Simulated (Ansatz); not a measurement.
SiNi3:
```cif
data_Ni3Si
_chemical_formula_sum 'Si1 Ni3'
_space_group_name_H-M_alt 'Pm-3m'
_space_group_IT_number 221
_space_group_name_Hall '-P 4 2 3'
_cell_length_a 3.46435
_cell_length_b 3.46435
_cell_length_c 3.46435
_cell_angle_alpha 90.000
_cell_angle_beta 90.000
_cell_angle_gamma 90.000
loop_
_atom_site_label
_atom_site_type_symbol
_atom_site_symmetry_multiplicity
_atom_site_Wyckoff_symbol
_atom_site_fract_x
_atom_site_fract_y
_atom_site_fract_z
_atom_site_occupancy
Si1 Si 1 a 0.00000 0.00000 0.00000 1
Ni1 Ni 3 c 0.00000 0.50000 0.50000 1
```

Relaxed with r²SCAN.

### Question
Tabulate the valence density and the electron localisation function along the shortest Si–Ni contact (2.45 Å), r²SCAN (plane waves, PAW; program Ansatz).

### Answer


```csv
distance from Si (Å),density (e/Å³),ELF
0.24,0.09,0.29
0.37,0.15,0.21
0.49,0.25,0.26
0.61,0.33,0.40
0.73,0.39,0.54
0.86,0.41,0.62
0.98,0.39,0.62
1.10,0.38,0.55
1.22,0.38,0.42
1.35,0.41,0.29
1.47,0.50,0.21
1.59,0.78,0.21
1.71,1.60,0.24
1.84,3.66,0.30
1.96,8.51,0.38
2.08,18.66,0.48
2.20,35.04,0.59
```

The density is the valence pseudo-density with augmentation charge, so density and ELF within about 1 Å of a nucleus are not all-electron values.

Symmetry was held in the r²SCAN relaxation; of distortions, only those at the zone centre were tested. The workflow began spin-polarised and lost its moments.

Potentials: the later of the program's two PAW sets.
